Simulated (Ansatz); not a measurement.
**Field gradients of Ba6LiNb2IrCl2O12 from run to run**

Cell of run 1: a Materials Project structure (computed, not necessarily an observed phase), atoms as given.

Space group P3m1 (No. 156); a = 5.9568, c = 15.5582 Å, γ = 120.00°.

```
site  Wyckoff  site symmetry       x       y       z
 Ba1       1a            3m.  0.0000  0.0000  0.3633
 Ba2       1a            3m.  0.0000  0.0000  0.7890
 Ba3       1b            3m.  0.3333  0.6667  0.6356
 Ba4       1b            3m.  0.3333  0.6667  0.8911
 Ba5       1a            3m.  0.0000  0.0000  0.0665
 Ba6       1b            3m.  0.3333  0.6667  0.2328
  Li       1b            3m.  0.3333  0.6667  0.0632
 Nb8       1c            3m.  0.6667  0.3333  0.8179
 Nb9       1c            3m.  0.6667  0.3333  0.1835
  Ir       1c            3m.  0.6667  0.3333  0.0009
Cl11       1b            3m.  0.3333  0.6667  0.4288
Cl12       1a            3m.  0.0000  0.0000  0.5808
 O13       3d            .m.  0.8192  0.6384  0.9131
 O14       3d            .m.  0.9950  0.4975  0.7579
 O15       3d            .m.  0.8279  0.6557  0.2453
 O18       3d            .m.  0.5086  0.0172  0.0883
```

One atom of each set is listed.

All runs are DFT with Ansatz 0.2.0 (plane waves and PAW, scalar-relativistic unless spin–orbit coupling is named, Γ-centred meshes, Fermi–Dirac smearing where given) in this cell.

Run 1: PBE, atoms as given; 420 eV, 5×5×2 k-points, smearing 0.02 eV.
Run 2: r2SCAN, atoms as given; 500 eV, 5×5×2 k-points, smearing 0.02 eV.
Run 3: PBE, gradients read without the response of the cores, atoms as given; 420 eV, 5×5×2 k-points, smearing 0.02 eV.

```csv
run,Ba1 V_zz (η),Ba3 V_zz (η),Ba6 V_zz (η),Ir V_zz (η),Cl11 V_zz (η)
1,-15.67 (0.00),-15.97 (0.00),7.41 (0.00),9.10 (0.00),0.35 (0.00)
2,-16.29 (0.00),-16.68 (0.00),6.77 (0.00),6.75 (0.00),-0.21 (0.00)
3,?,?,?,?,?
```

V_zz in 10²¹ V/m²; 5 of the 16 sets of like atoms are followed.

Question: Estimate the row of run 3.

Answer: Ba1: -15.21 (0.00); Ba3: -15.61 (0.00); Ba6: 6.99 (0.00); Ir: 4.42 (0.00); Cl11: 0.30 (0.00). It lies nearest to run 2, from whose tensors on these sites it differs by 2.32 at most (largest principal value of the difference, on Ir). Taken one at a time, the response of the cores moves the tensors on these sites by up to 4.68 (largest principal value of the change, on Ir), the functional (r2SCAN with its higher cutoff) by 2.36 (Ir).

Leaving out spin–orbit coupling shifts gradients on Ir by a few per cent, and by more where contributions nearly cancel. In runs 1, 2, 3 the atoms aren't at the calculated equilibrium (largest force 0.44, 0.76, 0.44 eV/Å).
